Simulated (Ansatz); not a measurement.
MoOs: two-dimensional strain map

Level of theory: Ansatz, DFT LDA, scalar-relativistic, plane waves, PAW. Settings: plane waves to 420 eV, k-mesh 21×21×10 (Γ-centred), Gaussian smearing 0.15 eV. Spin–orbit coupling is left out, which can shift energies with elements as heavy as these. No spin polarisation. Energies are free energies at this smearing, counted from the undisturbed cell; pressure is positive in compression.

Zero of the scan (as given, not relaxed at this level; it stands at -16.4 GPa, and it needn't be the usual structure):

```yaml
crystal:
  lattice:
    - [2.78176, 0.00000, 0.00000]
    - [-1.39088, 2.40907, 0.00000]
    - [0.00000, 0.00000, 4.50706]
  atoms:
    - { symbol: Mo, position: [0.66667, 0.33333, 0.50000] }
    - { symbol: Os, position: [0.33333, 0.66667, 0.00000] }
```

The cell is strained by p along both x and y and by q along z, fractional coordinates fixed. Points are written (p, q).

Energy above the undisturbed cell in meV/atom (a dash: not computed):

```
 p \ q  -0.050  -0.025  0.000  0.025  0.050
-0.050   140.5    71.2   48.1   63.6  109.8
-0.025     8.5       –  -28.9      –   74.4
 0.000   -13.7   -25.7    0.0      –  140.7
 0.050   177.0       –  284.2      –  490.0
```

Pressure in GPa:

```csv
p \ q,-0.050,-0.025,0.000,0.025,0.050
-0.050,45.6,32.3,21.1,11.8,4.2
-0.025,20.5,–,-0.3,–,-14.3
0.000,1.1,-8.5,-16.4,–,-28.1
0.050,-24.9,–,-37.2,–,-45.0
```